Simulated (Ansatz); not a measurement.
Molecular dynamics on a 2×2×2 supercell (16 atoms) of KCl (Fm-3m), relaxed with r2SCAN. Forces come from PBE in the plane-wave code Ansatz: constant energy and volume (NVE), velocities drawn at 1700 K, steps of 1.5 fs. Classical nuclei, no spin polarisation; a few dozen steps show the first response, not equilibrium.

```yaml
crystal:
  lattice:
    - [0.0, 6.2896942639, 6.2896942639]
    - [6.2896942639, 0.0, 6.2896942639]
    - [6.2896942639, 6.2896942639, 0.0]
  atoms:
    - { symbol: K, position: [0.0, 0.0, 0.0] }
    - { symbol: Cl, position: [0.25, 0.25, 0.25] }
    - { symbol: K, position: [0.0, 0.0, 0.5] }
    - { symbol: Cl, position: [0.25, 0.25, 0.75] }
    - { symbol: K, position: [0.0, 0.5, 0.0] }
    - { symbol: Cl, position: [0.25, 0.75, 0.25] }
    - { symbol: K, position: [0.0, 0.5, 0.5] }
    - { symbol: Cl, position: [0.25, 0.75, 0.75] }
    - { symbol: K, position: [0.5, 0.0, 0.0] }
    - { symbol: Cl, position: [0.75, 0.25, 0.25] }
    - { symbol: K, position: [0.5, 0.0, 0.5] }
    - { symbol: Cl, position: [0.75, 0.25, 0.75] }
    - { symbol: K, position: [0.5, 0.5, 0.0] }
    - { symbol: Cl, position: [0.75, 0.75, 0.25] }
    - { symbol: K, position: [0.5, 0.5, 0.5] }
    - { symbol: Cl, position: [0.75, 0.75, 0.75] }
kpoints:
  mp_grid: { grid: [2, 2, 2] }
hamiltonian:
  xc: pbe
scf:
  occupations: { method: fermi_dirac, width: 0.146 }
md:
  ensemble: nve
  temperature: 1700
  timestep: 1.5
  n_steps: 40
  initial_velocities: maxwell_boltzmann
  seed: 1992
```

Command: `ansatz run input.yaml --threads 4 --pin off --max-ram 3686MiB --backend cpu --events-out ev --progress --plain --runs-dir out`. It took 2.2 min on 4 threads of Arm Neoverse V1, on a shared host; peak host memory 1.4 GiB.

Question: How do temperature and energy develop?

Answer: The temperature starts at 1700 K, is lowest at step 35 (516 K, 52.5 fs) and ends at 556 K. The atoms start on their lattice sites with kinetic energy alone, so much of it first passes into potential energy. The conserved energy stays within 0.06 meV an atom. By the last step the atoms have moved 0.44 Å in the root mean square, the drift of the whole cell taken out, 0.76 Å at most.

| step | t (fs) | T (K) | free energy F from step 0 (meV/atom) | kinetic energy (meV/atom) | largest force (eV/Å) |
| --- | --- | --- | --- | --- | --- |
| 0 | 0 | 1700 | 0.0 | 206.0 | 0.00 |
| 1 | 1.5 | 1698 | 0.2 | 205.8 | 0.06 |
| 2 | 3 | 1692 | 1.0 | 205.0 | 0.12 |
| 3 | 4.5 | 1682 | 2.2 | 203.9 | 0.18 |
| 4 | 6 | 1668 | 3.8 | 202.2 | 0.24 |
| 5 | 7.5 | 1651 | 6.0 | 200.1 | 0.30 |
| 6 | 9 | 1629 | 8.6 | 197.5 | 0.37 |
| 7 | 10.5 | 1604 | 11.6 | 194.4 | 0.43 |
| 8 | 12 | 1575 | 15.1 | 190.9 | 0.50 |
| 9 | 13.5 | 1543 | 19.1 | 186.9 | 0.57 |
| 10 | 15 | 1506 | 23.5 | 182.6 | 0.65 |
| 11 | 16.5 | 1467 | 28.3 | 177.8 | 0.73 |
| 12 | 18 | 1424 | 33.5 | 172.5 | 0.81 |
| 13 | 19.5 | 1378 | 39.0 | 167.0 | 0.89 |
| 14 | 21 | 1329 | 45.0 | 161.1 | 0.98 |
| 15 | 22.5 | 1278 | 51.2 | 154.8 | 1.06 |
| 16 | 24 | 1224 | 57.7 | 148.3 | 1.15 |
| 17 | 25.5 | 1169 | 64.4 | 141.6 | 1.24 |
| 18 | 27 | 1112 | 71.3 | 134.8 | 1.33 |
| 19 | 28.5 | 1055 | 78.2 | 127.8 | 1.42 |
| 20 | 30 | 998 | 85.2 | 120.9 | 1.51 |
| 21 | 31.5 | 941 | 92.0 | 114.0 | 1.59 |
| 22 | 33 | 885 | 98.8 | 107.3 | 1.67 |
| 23 | 34.5 | 832 | 105.3 | 100.8 | 1.74 |
| 24 | 36 | 781 | 111.4 | 94.6 | 1.80 |
| 25 | 37.5 | 733 | 117.2 | 88.8 | 1.86 |
| 26 | 39 | 689 | 122.5 | 83.5 | 1.90 |
| 27 | 40.5 | 650 | 127.3 | 78.8 | 1.94 |
| 28 | 42 | 616 | 131.5 | 74.6 | 1.96 |
| 29 | 43.5 | 586 | 135.0 | 71.0 | 1.97 |
| 30 | 45 | 562 | 137.9 | 68.1 | 1.96 |
| 31 | 46.5 | 543 | 140.2 | 65.8 | 1.95 |
| 32 | 48 | 530 | 141.9 | 64.2 | 1.92 |
| 33 | 49.5 | 521 | 143.0 | 63.1 | 1.89 |
| 34 | 51 | 516 | 143.5 | 62.6 | 1.84 |
| 35 | 52.5 | 516 | 143.5 | 62.5 | 1.79 |
| 36 | 54 | 519 | 143.1 | 62.9 | 1.73 |
| 37 | 55.5 | 525 | 142.4 | 63.7 | 1.67 |
| 38 | 57 | 534 | 141.3 | 64.7 | 1.60 |
| 39 | 58.5 | 544 | 140.1 | 66.0 | 1.53 |
| 40 | 60 | 556 | 138.6 | 67.4 | 1.46 |

Positions (Å) and forces (eV/Å) at step 40:
```
K    0.018   0.321  -0.274     0.254  -0.471   0.625
Cl   3.190   2.894   3.007    -0.081  -0.474  -0.061
K    3.446   3.292  -0.226    -0.362  -0.145   1.041
Cl   6.103   5.724   2.964    -0.036   0.411   0.099
K    2.638   0.150   3.485     0.172  -0.672  -0.628
Cl   6.317   3.399   6.445     0.230  -0.208   0.317
K    6.228   2.821   3.712     0.222   0.280  -1.103
Cl   9.613   6.724   6.279    -0.148  -0.613   0.282
K   -0.162   3.461   3.125     0.145  -0.993   0.190
Cl   3.503   6.222   6.093    -0.685   0.245   0.026
K    2.914   5.573   3.079     0.548   1.356  -0.072
Cl   6.257   9.560   6.417     0.595  -0.007  -0.263
K    3.188   3.270   6.072    -0.229   0.324   0.526
Cl   6.316   6.187   9.290    -0.141   0.672   0.223
K    6.369   6.386   6.317     0.098   0.284  -0.225
Cl   9.590   9.481   9.679    -0.581   0.010  -0.976
```
